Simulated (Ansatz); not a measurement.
A geometry of ScIr away from equilibrium: step 17 of the relaxation of a relaxed ScIr cell, doubled along one cell vector, shaken by Gaussian noise of σ = 0.08 Å a coordinate. All values below come from PBEsol (plane waves to 420 eV, PAW, scalar-relativistic; Ansatz, a first-principles code). Γ-centred k-mesh 11×6×11 on the run's cell (coarser than for final values), Fermi–Dirac smearing 0.05 eV.

```xyz
4
Lattice="-0.0146 3.1448 3.1391 4.2232 2.0257 4.2233 3.1391 3.1450 -0.0147" Properties=species:S:1:pos:R:3:forces:R:3 pbc="T T T" free_energy=-27824.810 pressure_GPa=3.2
Ir     2.6616     3.6625     2.6175    0.0001    0.0000    0.0000
Ir     4.7732     4.6753     4.7292    0.0000    0.0000    0.0000
Sc     0.0435     0.0112    -0.0005    0.0000    0.0000    0.0001
Sc     2.1551     1.0240     2.1112    0.0000    0.0000    0.0000
```

Positions in Å, forces in eV/Å, free energy of the cell in eV (comparable only within this code, potentials and settings). Largest force: all forces are below 0.005 eV/Å; the geometry lies 0.01 eV/atom above the end of its relaxation.

No spin polarisation in the result.

Of the parent cell (Fm-3m (No. 225)): it is a generated cell of ScIr: the first start was made by a random draw of sites in a space group, and the end was not matched to a known phase here, so it may be hypothetical.
